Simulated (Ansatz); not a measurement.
TiAl:
```cif
data_AlTi
_chemical_formula_sum 'Ti1 Al1'
_space_group_name_H-M_alt 'P4/mmm'
_space_group_IT_number 123
_space_group_name_Hall '-P 4 2'
_cell_length_a 2.82179
_cell_length_b 2.82179
_cell_length_c 4.07727
_cell_angle_alpha 90.000
_cell_angle_beta 90.000
_cell_angle_gamma 90.000
loop_
_atom_site_label
_atom_site_type_symbol
_atom_site_symmetry_multiplicity
_atom_site_Wyckoff_symbol
_atom_site_fract_x
_atom_site_fract_y
_atom_site_fract_z
_atom_site_occupancy
Ti1 Ti 1 d 0.50000 0.50000 0.50000 1
Al1 Al 1 a 0.00000 0.00000 0.00000 1
```

Relaxed with PBE.

Q: Which orbitals make up the states near the Fermi level in PBE (plane waves, PAW; program Ansatz)?

A: Within 0.5 eV of the Fermi level: Ti 3d 80 %, Al 3p 12 %. Projections are on Löwdin-orthogonalised atomic valence shells; empty p or d shells of many metals are not among them.

Q: Tabulate the density of states.

A: States/eV per cell of 2 atoms, in 0.25 eV bins, energy from the Fermi level.

```csv
E (eV),total,Ti 3d,Al 3p,Al 3s
-7.85,0.28,0.01,0.06,0.12
-7.60,0.35,0.01,0.08,0.17
-7.35,0.37,0.01,0.10,0.17
-7.10,0.38,0.02,0.12,0.16
-6.85,0.38,0.02,0.13,0.15
-6.60,0.39,0.03,0.14,0.15
-6.35,0.40,0.04,0.15,0.15
-6.10,0.40,0.04,0.15,0.15
-5.85,0.41,0.05,0.15,0.15
-5.60,0.42,0.06,0.16,0.16
-5.35,0.44,0.08,0.16,0.17
-5.10,0.52,0.10,0.17,0.19
-4.85,0.61,0.14,0.17,0.24
-4.60,0.52,0.11,0.17,0.18
-4.35,0.47,0.10,0.17,0.13
-4.10,0.48,0.11,0.19,0.11
-3.85,0.52,0.12,0.22,0.10
-3.60,0.58,0.15,0.25,0.10
-3.35,0.67,0.19,0.28,0.10
-3.10,0.73,0.20,0.33,0.09
-2.85,0.84,0.22,0.43,0.07
-2.60,1.00,0.29,0.50,0.07
-2.35,1.26,0.50,0.57,0.06
-2.10,1.42,0.68,0.58,0.05
-1.85,1.53,0.73,0.64,0.05
-1.60,2.42,1.17,1.03,0.07
-1.35,1.56,0.84,0.59,0.04
-1.10,0.96,0.57,0.32,0.03
-0.85,1.11,0.74,0.29,0.03
-0.60,1.82,1.43,0.29,0.03
-0.35,2.17,1.73,0.31,0.01
-0.10,2.12,1.70,0.28,0.01
0.15,1.57,1.27,0.17,0.01
0.40,1.37,1.11,0.13,0.01
0.65,1.22,0.99,0.10,0.01
0.90,1.51,1.25,0.12,0.01
1.15,2.01,1.68,0.16,0.01
1.40,2.35,1.97,0.17,0.02
1.65,2.53,2.15,0.20,0.03
1.90,3.56,3.12,0.25,0.03
2.15,3.03,2.63,0.22,0.05
2.40,2.08,1.72,0.17,0.07
2.65,1.25,0.97,0.15,0.02
2.90,1.14,0.83,0.15,0.05
3.15,1.00,0.71,0.15,0.05
3.40,0.90,0.47,0.21,0.10
3.65,1.43,0.78,0.37,0.15
3.90,2.02,1.16,0.37,0.34
4.15,1.80,0.86,0.33,0.44
4.40,1.09,0.40,0.29,0.26
4.65,0.91,0.29,0.27,0.19
```

The cell was relaxed with PBE under the symmetry of its start. The run is not spin-polarised.

Potentials: the later of the program's two PAW sets.
